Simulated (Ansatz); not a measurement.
Here is the system:

Si3N4:
```
Si3N4
1.0
   -3.22734     3.22734     3.22734
    3.22734    -3.22734     3.22734
    3.22734     3.22734    -3.22734
N Si
8 6
Cartesian
  1.81212   1.81212   1.81212
  0.19845  -0.19845   3.02888
  1.41521   4.64255  -1.41521
  3.02888   0.19845  -0.19845
 -1.41521   1.41521   4.64255
  0.19845   0.19845   0.19845
  4.64255  -1.41521   1.41521
 -0.19845   3.02888   0.19845
  2.42050   3.22734  -1.61367
 -1.61367   2.42050   3.22734
  0.80683   3.22734   1.61367
  1.61367   0.80683   3.22734
  3.22734  -1.61367   2.42050
  3.22734   1.61367   0.80683
```

This is the PBEsol-relaxed structure.

Problem. All from DFT-PBEsol in the program Ansatz with PAW potentials, unless another level is named. Estimate the band gap.

Solution. 3.95 eV (indirect).

Problem. Next, the hole effective mass?

Solution. 0.48, 11, 11 mₑ (principal values).

Problem. Predict the smallest direct gap on the standard path.

Solution. 4.13 eV.

Space group I-43d. The workflow started from an entry of the Crystallography Open Database (COD), which files this formula under 4 space groups. It is not the phase usual at ambient conditions (space group No. 176). Symmetry was held in the PBEsol relaxation; whether a distortion lowers the energy is not shown.

Potentials: the earlier of the program's two PAW sets. The files were generated under PBE; for other functionals the program regenerates the frozen cores, and for LDA and PBEsol the local potential too.
